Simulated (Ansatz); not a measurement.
YTiSi in space group P4/nmm (No. 129; Y on 2c, Ti on 2a, Si on 2c), r²SCAN in the plane-wave PAW code Ansatz, all energies at zero smearing, with the estimated change up to a 700 eV cutoff added, with one set of potentials and settings (totals compare only within such a set). Cell of 6 atoms (2 Y, 2 Ti, 2 Si): -14010.845 eV.

```json
[
 {"element": "Y", "reference phase": "P6_3/mmc, 2 atoms in the cell", "E (eV/atom)": "-3859.7073"},
 {"element": "Ti", "reference phase": "P6/mmm, 3 atoms in the cell", "E (eV/atom)": "-2504.3896"},
 {"element": "Si", "reference phase": "Fd-3m, 2 atoms in the cell", "E (eV/atom)": "-639.0667"}
]
```

Formation energy per atom, worked out: (-14010.845 − 2×(-3859.7073) − 2×(-2504.3896) − 2×(-639.0667))/6 = -0.753 eV/atom (-73 kJ per mol of atoms), at 0 K, without zero-point energy or fitted corrections.

The first step of the workflow began from a Materials Project structure, measured or hypothetical; the Crystallography Open Database copy checked does not list it. Its standing as an ambient phase is unchecked. The cell was relaxed with r²SCAN under the symmetry of its start; whether a distortion lowers the energy is not shown. The final state is ferromagnetic, chosen from 2 collinear starts compared on coarse meshes (ties went to the first, and starts can fall back to one state), not a proven ground state. Other orbital occupations within this spin state were not tried. The references are the lowest solids computed at this level, not always the standard phases.

Potentials: the later of the program's two PAW sets.
